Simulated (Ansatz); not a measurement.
ScIr (CsCl type)

```
CELL_PARAMETERS angstrom
      3.16207     0.00000     0.00000
      0.00000     3.16207     0.00000
      0.00000     0.00000     3.16207
ATOMIC_POSITIONS crystal
  Sc 0.50000 0.50000 0.50000
  Ir 0.00000 0.00000 0.00000
```

The slice is a {100} plane (indices of the conventional cell) through the point (0.000, 0.000, 0.000) (fractional), spanned by u = [100] and v = [010] in vectors of this cell: u (3.16 Å) and v (3.16 Å, at 90° to u). It covers one period; positions are fractions (u, v).

The numbers are results of LDA (plane waves to 420 eV, PAW, scalar-relativistic; Ansatz, a quantum-chemistry and plane-wave program), not measurements. k mesh 15×15×15. Near the nuclei the fields are pseudised (PAW); where an atom keeps semicore shells as valence, they peak there. ScIr is run without spin polarisation. ScIr was relaxed with its symmetry unable to fall. Spin-orbit coupling is left out, though Ir is heavy.

Three fields on this plane, each scaled to ten steps between its own extremes (0 low, 9 high; the total valence density on a logarithmic scale, the potential cut 8 eV below its top; x marks points blanked near nuclei; v = 0 in the bottom row):

Map A
```
|xxxxxxxx346999643xxxxxxx|
|xxxxxxxx457999754xxxxxxx|
|xxxxxxx54679997645xxxxxx|
|xxxxxxx65789998756xxxxxx|
|xxxxxx7677899987767xxxxx|
|xxxxx767788888887767xxxx|
|xxx5667888777778887665xx|
|334457788765556788775443|
|445677887643334678877654|
|667788876421112467888776|
|899999875310001357899999|
|999999875310001357899999|
|899999875310001357899999|
|667788876421112467888776|
|445677887643334678877654|
|334457788765556788775443|
|xxx5667888777778887665xx|
|xxxxx767788888887767xxxx|
|xxxxxx7677899987767xxxxx|
|xxxxxxx65789998756xxxxxx|
|xxxxxxx54679997645xxxxxx|
|xxxxxxxx457999754xxxxxxx|
|xxxxxxxx346999643xxxxxxx|
|xxxxxxxx346898643xxxxxxx|
```

Map B
```
|xxxxxxxx865444568xxxxxxx|
|xxxxxxxx864434468xxxxxxx|
|xxxxxxx97543334579xxxxxx|
|xxxxxxx86543334568xxxxxx|
|xxxxxx9754332334579xxxxx|
|xxxxx986543222345689xxxx|
|xxx9876543221223456789xx|
|888765543211111234556788|
|666554432110001123445566|
|554443321100000112334445|
|444333221000000012233344|
|443332211000000011223334|
|444333221000000012233344|
|554443321100000112334445|
|666554432110001123445566|
|888765543211111234556788|
|xxx9876543221223456789xx|
|xxxxx986543222345689xxxx|
|xxxxxx9754332334579xxxxx|
|xxxxxxx86543334568xxxxxx|
|xxxxxxx97543334579xxxxxx|
|xxxxxxxx864434468xxxxxxx|
|xxxxxxxx865444568xxxxxxx|
|xxxxxxxx865444568xxxxxxx|
```

Map C
```
|xxxxxxxx047999740xxxxxxx|
|xxxxxxxx047999740xxxxxxx|
|xxxxxxx01589998510xxxxxx|
|xxxxxxx03689998630xxxxxx|
|xxxxxx0157899987510xxxxx|
|xxxxx004678999876400xxxx|
|xxx0014678899988764100xx|
|000135678888888887653100|
|344567788888888888776544|
|777888888877777888888877|
|999999998877777889999999|
|999999998877777889999999|
|999999998877777889999999|
|777888888877777888888877|
|344567788888888888776544|
|000135678888888887653100|
|xxx0014678899988764100xx|
|xxxxx004678999876400xxxx|
|xxxxxx0157899987510xxxxx|
|xxxxxxx03689998630xxxxxx|
|xxxxxxx01589998510xxxxxx|
|xxxxxxxx047999740xxxxxxx|
|xxxxxxxx047999740xxxxxxx|
|xxxxxxxx037999730xxxxxxx|
```

### Question
Assign the maps to these fields: electron localisation function (ELF); valence electron density; electrostatic potential energy of an electron, from the cell's mean.

### Answer
A is the electron localisation function (ELF); B is the valence electron density; C is the electrostatic potential energy of an electron, from the cell's mean.
